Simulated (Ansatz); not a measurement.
# SiPb: relaxation of cell and atoms

The calculation used DFT, PBE, PAW with Ansatz's default frozen-core files, scalar-relativistic in Ansatz 0.2.0.

Command: `ansatz run input.yaml --threads 1 --pin off --max-ram 2048MiB --backend cpu --events-out ev --progress --plain --runs-dir out` The run took about 11 s on 1 thread of a shared machine.

```yaml
crystal:
  lattice:
    - [0.0, 2.8252681976, 2.8252681976]
    - [2.8252681976, 0.0, 2.8252681976]
    - [2.8252681976, 2.8252681976, 0.0]
  atoms:
    - { symbol: Pb, position: [0.0, 0.0, 0.0] }
    - { symbol: Si, position: [0.5, 0.5, 0.5] }
kpoints:
  mp_grid: { grid: [13, 13, 13] }
scf:
  occupations: { method: fermi_dirac, width: 0.05 }
hamiltonian:
  xc: pbe
  pseudopotentials: { kind: paw }
output:
  forces: true
  stress: true
relax:
  f_tol: 0.005
  max_steps: 80
  cell: {}
```

Spin–orbit coupling is left out, though it moves levels of the heavy atoms by tenths of an eV or more.

The cell is built from the rocksalt type as a first guess.

The cutoff is 420 eV; energies and pressures of the walk include the program's estimate of the Pulay term.

Each frame lists the cell vectors (Å), then Cartesian positions (Å); symmetry keeps all forces zero. Free energies count from the first step, -12541.0293 eV.

The walk took 5 evaluations in all; steps that aren't listed are left out.

Step 1: E = 0.0 meV, P = 7.34 GPa

```
cell 0.0000 2.8253 2.8253 2.8253 0.0000 2.8253 2.8253 2.8253 0.0000
Pb    0.0000    0.0000    0.0000
Si    2.8253    2.8253    2.8253
```

Step 2:

```
cell 0.0000 2.9630 2.9630 2.9630 0.0000 2.9630 2.9630 2.9630 0.0000
Pb    0.0000    0.0000    0.0000
Si    2.9630    2.9630    2.9630
```

Step 3: E = -106.6 meV, P = -0.32 GPa

```
cell 0.0000 2.9366 2.9366 2.9366 0.0000 2.9366 2.9366 2.9366 0.0000
Pb    0.0000    0.0000    0.0000
Si    2.9366    2.9366    2.9366
```

Task: Give the energy, pressure of step 2.

Result: E = -98.1 meV, P = -1.58 GPa
```
Pb    0.0000    0.0000    0.0000
Si    2.9630    2.9630    2.9630
```

Task: How does the relaxation end?

Result: It converges, with a = 5.862 Å, b = 5.862 Å, c = 5.862 Å, α = 90.00°, β = 90.00°, γ = 90.00° (conventional cell, space group Fm-3m). The last solve (on a basis chosen afresh for the final cell, so its energy is not quite comparable) gives E = -107.9 meV, P = -0.01 GPa:
```
cell 0.0000 2.9308 2.9308 2.9308 0.0000 2.9308 2.9308 2.9308 0.0000
Pb    0.0000    0.0000    0.0000
Si    2.9308    2.9308    2.9308
```
